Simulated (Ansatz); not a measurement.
## Structure optimisation: yttrium, fcc

All numbers below come from DFT, r2SCAN, plane waves (500 eV) with PAW, scalar-relativistic in Ansatz 0.2.0. (PAW data from PBE, frozen cores regenerated.)

k-point mesh 11×11×11, Fermi-Dirac smearing 0.05 eV, starting moments 1.00 μB. Cell and atoms relax.

Starting structure:

```yaml
crystal:
  lattice:
    - [0.00000, 2.54612, 2.54612]
    - [2.54612, 0.00000, 2.54612]
    - [2.54612, 2.54612, 0.00000]
  atoms:
    - { symbol: Y, position: [0.00000, 0.00000, 0.00000] }
```

Question: What cell does the relaxation end in?

Answer: Fm-3m with a = 5.101 Å; 33.18 Å³ per atom against 33.01 at the start (0.5 %).

Question: How much energy does the relaxation gain?

Answer: 0.1 meV per atom.

Question: Which magnetic state does it end in?

Answer: non-magnetic.
